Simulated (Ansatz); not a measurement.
**Compressing Sc$_{3}$Al: a fit and a missing row**

Sc$_{3}$Al, Pm-3m, a = 4.375 Å. The structure is a Materials Project entry; whether it is the stable form wasn't checked. Ansatz: PBEsol, PAW, 420 eV, Γ-centred 10×10×10 mesh on 4 atoms, Gaussian smearing 0.10 eV; no spin polarisation. Symmetry fixes shape and atoms, so the cell is only scaled; pressure is positive in compression.

| V (Å³/atom) | P (GPa) |
| --- | --- |
| 18.420 | ? |
| 19.048 | 7.51 |
| 19.676 | 4.66 |
| 20.304 | 2.17 |
| 20.932 | 0.00 |
| 21.560 | -1.90 |
| 22.188 | -3.56 |
| 23.025 | -5.45 |

Task: Take V0 = 20.932 Å³/atom, fit the third-order Birch–Murnaghan form to the other rows, and predict the missing pressure.

Result: With the Eulerian strain f = ½[(V0/V)^(2/3) − 1] and y = P/[3f(1 + 2f)^(5/2)], the form is the line y = B0 + 1.5 B0 (B0′ − 4) f. Rows (f, y): 0.03245, 65.9; 0.02106, 66.5; 0.01026, 67.0; -0.00976, 68.2; -0.01905, 68.6; -0.03078, 69.2. Means f = 0.0006967, y = 67.567; Σ(Δf)² = 0.003004, ΣΔfΔy = -0.1585; the slope is their ratio. y = 67.60 − 52.76 f GPa, so B0 = 67.6 GPa and B0′ = 4 + 2 × (-52.76)/(3 × 67.60) = 3.48. At V = 18.420, f = 0.04448, y = 65.25 and P = 10.78 GPa. The run gave 10.78 GPa, the same to the digits shown.